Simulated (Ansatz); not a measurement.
Sc (hcp, Mg type)

```
CELL_PARAMETERS angstrom
      3.31949     0.00000     0.00000
     -1.65974     2.87476     0.00000
      0.00000     0.00000     5.16639
ATOMIC_POSITIONS crystal
  Sc 0.33333 0.66667 0.75000
  Sc 0.66667 0.33333 0.25000
```

The volume is varied about the relaxed value V₀ at fixed cell shape. Symmetry pins the atoms to their sites.

Level of theory: PBE (plane waves to 420 eV, PAW, scalar-relativistic; Ansatz, a program for electronic structure). k mesh 16×16×9 (Γ-centred), Fermi-Dirac smearing 0.05 eV. Stress and pressure are positive under compression. Sc is run without spin polarisation. Sc was relaxed with its symmetry unable to fall. The PAW data are Ansatz's earlier set.

At one point of the scan the stress tensor (GPa) is:

```
    2.2      0.0      0.0
    0.0      2.2      0.0
    0.0      0.0      2.0
```

Q: Which point is it?
A) V/V₀ = 0.988
B) V/V₀ = 0.952
C) V/V₀ = 0.976
D) V/V₀ = 0.964

A: D, V/V₀ = 0.964

(Under strain, the slope of the energy per volume gives the stress and its curvature an elastic modulus.)
